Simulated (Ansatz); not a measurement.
Input file for Ansatz (a quantum-chemistry and plane-wave program):

Ansatz 0.2 input:
```yaml
crystal:
  lattice:
    - [4.5719984704, 3.3086187073, 0.0]
    - [-4.5719984704, 3.3086187073, 0.0]
    - [-2.1540003074, 0.0, 6.1232490229]
  atoms:
    - { symbol: Mg, position: [0.8606979186, 0.3449766047, 0.8363101278] }
    - { symbol: Mg, position: [0.1393020814, 0.6550233953, 0.1636898722] }
    - { symbol: Mg, position: [0.3449766047, 0.8606979186, 0.6636898722] }
    - { symbol: Mg, position: [0.6550233953, 0.1393020814, 0.3363101278] }
    - { symbol: B, position: [0.113239609, 0.113239609, 0.25] }
    - { symbol: B, position: [0.886760391, 0.886760391, 0.75] }
    - { symbol: Br, position: [0.6306664089, 0.6306664089, 0.25] }
    - { symbol: Br, position: [0.3693335911, 0.3693335911, 0.75] }
    - { symbol: N, position: [0.9578029699, 0.2675250597, 0.1781017276] }
    - { symbol: N, position: [0.0421970301, 0.7324749403, 0.8218982724] }
    - { symbol: N, position: [0.2675250597, 0.9578029699, 0.3218982724] }
    - { symbol: N, position: [0.7324749403, 0.0421970301, 0.6781017276] }
kpoints:
  mp_grid: { grid: [5, 5, 4] }
hamiltonian:
  xc: r2scan
  pseudopotentials: { kind: paw }
scf:
  occupations: { method: fixed }
output:
  optics: { e_range: [0.0, 15.0], de: 0.05, sigma: 0.1, bands: { spectra_wanted_up_to: 12 eV } }
```

Output (shortened):

```
output.optics: the spectra are integrated over the Brillouin zone by k·p interpolation around the k-points, where levels, occupations, output.optics.sigma and …
Pseudopotential: Mg, paw, valence charge 10
Pseudopotential: B, paw, valence charge 3
Pseudopotential: Br, paw, valence charge 7
Pseudopotential: N, paw, valence charge 5
Functional definition: r2SCAN
Crystal: 12 atoms, lattice volume = 185.253 Å³
Basis set: ecut = 500 eV, 4703 PW (Γ), exchange–correlation on 180×180×192 points (64 copies of the dense FFT grid, shifted against one another)
Bands: 52, of which v1, the nominal top of the filled ones, is band 40 counted from 1 (39 counted from 0)
Symmetry: 4 space group operations
Space group: C2/c (ITA 15), of the structure as read, at distance tolerance 5.7e-5 Å
k-points: 33 of 100
SCF iter   1: F=—  HF=-15158.728959 eV  |F-HF|=—  |Δ(HF+E_count)|=         —  Δρ=7.09e-3  dr2=6.67e-2  dr2_τ=8.68e-1  ethr=1.77e-3  ⟨swp⟩=5.2  Hψ=6078  notcnv=0  defer=314
preconditioner: auto → Resta (q_TF=auto, 2.372 Å⁻¹)
SCF iter   2: F=—  HF=-15158.900403 eV  |F-HF|=—  |Δ(HF+E_count)|=   1.71e-1  Δρ=3.73e-3  dr2=1.68e-2  dr2_τ=6.61e-4  ethr=8.34e-5  ⟨swp⟩=3.0  Hψ=3320  notcnv=0  defer=330
SCF iter   3: F=—  HF=-15158.898262 eV  |F-HF|=—  |Δ(HF+E_count)|=   2.14e-3  Δρ=8.03e-4  dr2=9.59e-4  dr2_τ=6.76e-5  ethr=2.10e-5  ⟨swp⟩=2.4  Hψ=2514  notcnv=0  defer=330
SCF iter   4: F=—  HF=-15158.898313 eV  |F-HF|=—  |Δ(HF+E_count)|=   5.10e-5  Δρ=3.18e-4  dr2=2.18e-4  dr2_τ=3.14e-5  ethr=1.20e-6  ⟨swp⟩=2.0  Hψ=2360  notcnv=0  defer=330
SCF iter   5: F=—  HF=-15158.898281 eV  |F-HF|=—  |Δ(HF+E_count)|=   3.19e-5  Δρ=8.30e-5  dr2=1.38e-5  dr2_τ=1.36e-6  ethr=2.73e-7  ⟨swp⟩=2.0  Hψ=2325  notcnv=0  defer=308
SCF iter   6: F=—  HF=-15158.898286 eV  |F-HF|=—  |Δ(HF+E_count)|=   4.92e-6  Δρ=2.00e-5  dr2=5.39e-7  dr2_τ=6.85e-8  ethr=1.73e-8  ⟨swp⟩=2.9  Hψ=3265  notcnv=0  defer=241
SCF iter   7: F=—  HF=-15158.898210 eV  |F-HF|=—  |Δ(HF+E_count)|=   7.55e-5  Δρ=4.97e-6  dr2=3.97e-8  dr2_τ=1.92e-9  ethr=6.74e-10  ⟨swp⟩=2.0  Hψ=2308  notcnv=0  defer=199
SCF iter   8: F=—  HF=-15158.898210 eV  |F-HF|=—  |Δ(HF+E_count)|=   3.09e-8  Δρ=8.07e-7  dr2=1.04e-9  dr2_τ=9.87e-11  ethr=4.96e-11  ⟨swp⟩=2.0  Hψ=2324  notcnv=0  defer=199
SCF iter  10: F=-15158.898210 eV  HF=-15158.898210 eV  |F-HF|=5.46e-12  |Δ(HF+E_count)|=  5.46e-12  Δρ=1.88e-8  dr2=7.25e-13  dr2_τ=5.58e-14  ethr=1.00e-12  ⟨swp⟩=13.8  Hψ=8055  notcnv=0
SCF 1 converged in 10 iterations: F = -15158.898210 eV  dr2 = 7.25e-13
NSCF: frozen V_eff on 33 k-points
Optics k sum: 0 of 33 k-points
Optics k sum: 2 of 33 k-points
Optics k sum: 4 of 33 k-points
Optics k sum: 5 of 33 k-points
Optics k sum: 7 of 33 k-points
Optics k sum: 9 of 33 k-points
Optics k sum: 10 of 33 k-points
Optics k sum: 12 of 33 k-points
Optics k sum: 14 of 33 k-points
Optics k sum: 15 of 33 k-points
Optics k sum: 17 of 33 k-points
Optics k sum: 19 of 33 k-points
Optics k sum: 20 of 33 k-points
Optics k sum: 22 of 33 k-points
Optics k sum: 24 of 33 k-points
Optics k sum: 25 of 33 k-points
Optics k sum: 27 of 33 k-points
Optics k sum: 29 of 33 k-points
Optics k sum: 30 of 33 k-points
Optics k sum: 32 of 33 k-points
Optics k sum: 33 of 33 k-points
Optics k sum: 0 of 33 k-points
Optics k sum: 2 of 33 k-points
Optics k sum: 4 of 33 k-points
Optics k sum: 5 of 33 k-points
Optics k sum: 7 of 33 k-points
Optics k sum: 9 of 33 k-points
Optics k sum: 10 of 33 k-points
Optics k sum: 12 of 33 k-points
Optics k sum: 14 of 33 k-points
Optics k sum: 15 of 33 k-points
Optics k sum: 17 of 33 k-points
Optics k sum: 19 of 33 k-points
Optics k sum: 20 of 33 k-points
Optics k sum: 22 of 33 k-points
Optics k sum: 24 of 33 k-points
Optics k sum: 25 of 33 k-points
Optics k sum: 27 of 33 k-points
Optics k sum: 29 of 33 k-points
Optics k sum: 30 of 33 k-points
Optics k sum: 32 of 33 k-points
Optics k sum: 33 of 33 k-points
NSCF: frozen V_eff on 1 k-points
NSCF: frozen V_eff on 1 k-points
NSCF: frozen V_eff on 1 k-points
NSCF: frozen V_eff on 1 k-points
NSCF: frozen V_eff on 1 k-points
NSCF: frozen V_eff on 1 k-points
NSCF: frozen V_eff on 1 k-points
output.optics: what the bands over the 89 summed would add to eps1, eps2 and the energy-loss function is held between a lower and an upper bound (7 Lanczos …
SCF converged after 10 iterations
Free energy (F): -15158.898210 eV
Harris-Foulkes:  -15158.898210 eV  (|F-HF|=5.46e-12)
Internal energy: -15158.898210 eV  (E = F + TS)
E sigma→0 (E₀):  -15158.898210 eV
Fermi energy:    4.000870 eV
--- Per-component energies (eV) ---
  E_band       = -1536.454535
  E_kinetic    = 1200.059089
  E_local      = -8510.243965  (includes V_loc(G=0)·N_el)
  E_nonlocal   = 729.133928
  E_hartree    = 3045.418283
  E_xc         = -915.356474
  E_vxc        = -814.037819  (∫ρ·V_xc dr)
  E_paw        = -6401.831783  (= ΣΔE_a)
  E_vpaw       = -279.057926  (= ΣTr[D̂ρ^β])
  E_aug_tail   = 0.000072  (compensation charges beyond the density's cutoff)
  E_vtau       = 46.855529  (kinetic-family band-sum trace: ∫τ·v_τ [+ j·A + Jᵃ·Aᵃ] dr)
  E_ewald      = -4305.500997
  E_core_change = -0.576363  (= ΣΔE_core)
  E_smearing   =  0.000000  (= −TS)
  E_closure    =  0.000000  (closes the sum)
  Σ components = -15158.898210   (vs F -15158.898210, Δ=0.00e0)
  [band-id]    e_kinetic+e_local+e_nonlocal+2·e_hartree+e_vxc+e_vpaw+e_augmentation_tail+e_vtau = -1536.454526   (vs E_band -1536.454535, Δ=8.71e-6)
--- Band table (eV; the first three rows and the last of 33) ---
  k-point 0: bands = ["-72.2431", "-72.2426", "-72.2412", "-72.2411", "-37.4307", "-37.4289", "-37.4289", "-37.4271", "-37.3517", "-37.3509", "-37.3484", "-37.3474", "-37.2800", "-37.2720", "-37.2570", "-37.2532", "-11.1765", "-10.5779", "-10.1262", …
  k-point 1: bands = ["-72.2431", "-72.2427", "-72.2412", "-72.2411", "-37.4305", "-37.4296", "-37.4282", "-37.4272", "-37.3510", "-37.3506", "-37.3488", "-37.3480", "-37.2789", "-37.2733", "-37.2563", "-37.2536", "-11.0999", "-10.6830", "-10.1001", …
  k-point 2: bands = ["-72.2429", "-72.2429", "-72.2411", "-72.2411", "-37.4302", "-37.4302", "-37.4276", "-37.4276", "-37.3497", "-37.3497", "-37.3495", "-37.3495", "-37.2763", "-37.2763", "-37.2548", "-37.2548", "-10.9036", "-10.9036", "-10.0664", …
  k-point 32: bands = ["-72.2431", "-72.2427", "-72.2412", "-72.2411", "-37.4307", "-37.4297", "-37.4281", "-37.4271", "-37.3510", "-37.3506", "-37.3489", "-37.3480", "-37.2789", "-37.2733", "-37.2563", "-37.2536", "-10.8340", "-10.6106", "-10.2523", …
```

Cost: very roughly 6 core-minutes on shared cores.

The workflow started from a Materials Project entry (that database holds measured and hypothetical structures alike); the Crystallography Open Database copy checked does not list it. Whether it is the stable phase at ambient conditions was not checked. The r²SCAN relaxation kept the symmetry of its start; whether a distortion lowers the energy is not shown. Scalar-relativistic: spin–orbit coupling is off unless named, which matters more the heavier the elements.

Potentials: the later of the program's two PAW sets.

Ansatz is a plane-wave DFT program.
